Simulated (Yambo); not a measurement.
Material: BP (zinc blende, space group F-43m, No. 216) under isotropic strain of +1 % on all lattice vectors; a = b = c = 3.229 Å, α = β = γ = 60.00° (2 atoms in the cell). The PBEsol cell relaxed from Materials Project entry mp-1479 was given an isotropic strain of +1 % on all lattice vectors, and the atoms were relaxed again.

With PBEsol (Quantum ESPRESSO, PseudoDojo norm-conserving, 76 Ry, scalar-relativistic), the gap between the mesh's edge points (Γ → X) is 1.269 eV.

Problem. What does a G0W0 run in Yambo give for it (6×6×6 Γ-centred k mesh, 84 bands and a 14 Ry block in the screening, 84 bands in G with the Bruneval-Gonze terminator, plasmon pole fitted at 27.2 eV)?

Solution. The correction is 0.857 eV, giving 2.126 eV, 1.7 times the PBEsol value. The mesh misses a band edge: along a dense path the PBEsol gap is 1.16 eV against 1.27 eV on the mesh. Convergence of the G0W0 settings was not tested.
